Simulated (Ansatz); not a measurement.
Input and output of a single-point calculation on SnSe2 built on the CdI2 prototype (Ansatz 0.2.0, r2SCAN). The cell was relaxed with r2SCAN+rVV10 and then strained (isotropic +2.0 % on every length), with the atoms relaxed again with r2SCAN+rVV10; k points keep the names of the unstrained zone.

```yaml
crystal:
  lattice:
    - [3.9016523164, 0.0, 0.0]
    - [-1.9508261582, 3.3789300228, 0.0]
    - [0.0, 0.0, 6.3516206456]
  atoms:
    - { symbol: Sn, position: [0.0, 0.0, 0.0] }
    - { symbol: Se, position: [0.3333333333, 0.6666666667, 0.2449945258] }
    - { symbol: Se, position: [0.6666666667, 0.3333333333, 0.7550054742] }
kpoints:
  mp_grid: { grid: [12, 12, 4] }
  band_path:
    path:
      - [0.0, 0.0, 0.0]
      - [0.5, 0.0, 0.0]
      - [0.3333333333, 0.3333333333, 0.0]
      - [0.0, 0.0, 0.5]
      - [0.5, 0.0, 0.5]
      - [0.3333333333, 0.3333333333, 0.5]
      - [-0.088542, 0.177083, 0.0]
      - [0.0, 0.463542, 0.333333]
    npoints: 1
hamiltonian:
  xc: r2scan
scf:
  occupations: { method: fixed }
  n_extra_bands: 4
output:
  forces: true
  stress: true
  eigenvalues: true
```

The output follows, shortened, with numbered blanks.
```
scf.n_extra_bands = 4 over 23 filled bands (N_el = 46.0): the run solves 27 bands
Functional definition: r2SCAN
Crystal: 3 atoms, lattice volume = 83.736 Å³
Basis set: ecut = 500 eV, 2093 PW (Γ)
Symmetry: 12 space group operations
Space group: P-3m1 (ITA 164)
k-points: 69 of 576
SCF 1 converged in 6 iterations: F = -16996.156938 eV  dr2 = 7.27e-8
Free energy (F): -16996.156938 eV
[1]
--- Per-component energies (eV) ---
  E_band       = -942.941914
  E_kinetic    = 423.093386
  E_local      = -6371.290974
  E_nonlocal   = -1221.969614
  E_hartree    = 3241.068854
  E_xc         = -568.882132
  E_vxc        = -312.832053
  E_paw        = -8014.911912
  E_vpaw       = 41.187271
  E_vtau       = 16.739953
  E_ewald      = -4480.469909
  E_core_change = -2.794221
--- Forces (eV/Å), atoms counted from 1 ---
[2]
--- Stress (GPa, compression-positive) ---
       -1.847170       0.000000       0.000000
        0.000000      -1.847170       0.000000
        0.000000       0.000000       0.034182
  P = ⅓ Tr σ = -1.2201 GPa (-12.201 kbar)
--- Band table (eV; the first three rows and the last of 69) ---
[3]
```

The rows of the band table are 0: (0, 0, 0) = Γ, 1: (0, 0, 1/4), 2: (0, 0, -1/2) = A, 68: (1/3, 1/3, -1/2) = H.

Q: Give the withheld lines. They hold the Fermi energy and the band table, the forces.

A:
```
[1]
Fermi energy:    6.655744 eV
[2]
  atom   1  Sn      0.00000      0.00000      0.00000
  atom   2  Se      0.00000      0.00000    -0.02698
  atom   3  Se      0.00000      0.00000      0.02698
[3]
  k-point 0: bands = […, 0.8162, 5.9956, 5.9956, 6.3045, 6.3045, 6.6030, 7.8787, 10.0355, 11.5539, 11.5539]
  k-point 1: bands = […, 1.1347, 5.6449, 5.9544, 5.9544, 6.3676, 6.3676, 8.6164, 10.0178, 11.4464, 11.4464]
  k-point 2: bands = […, 1.5210, 4.9126, 5.9231, 5.9231, 6.4213, 6.4213, 9.0829, 9.9742, 11.3438, 11.3438]
  k-point 68: bands = […, -0.5596, 2.7726, 2.7726, 3.2311, 6.2966, 6.2966, 9.1929, 11.8928, 11.8928, 13.2536]
```
The trailing digits, and the zero of the energies, depend on the potentials and thresholds.

Command: `ansatz run input.yaml --threads 2 --pin off --max-ram 29491MiB --backend cpu --events-out ev --progress --plain --runs-dir out`. Wall time 7.4 s on 2 threads of AMD EPYC 7R13 Processor (Zen 3), on a shared host, load about 0.6 per core; peak host memory 0.78 GiB.

Spin-unpolarised throughout; all numbers are computed.

No spin-orbit coupling is included; it can move band edges with weight on the heavy atoms by tenths of an eV.
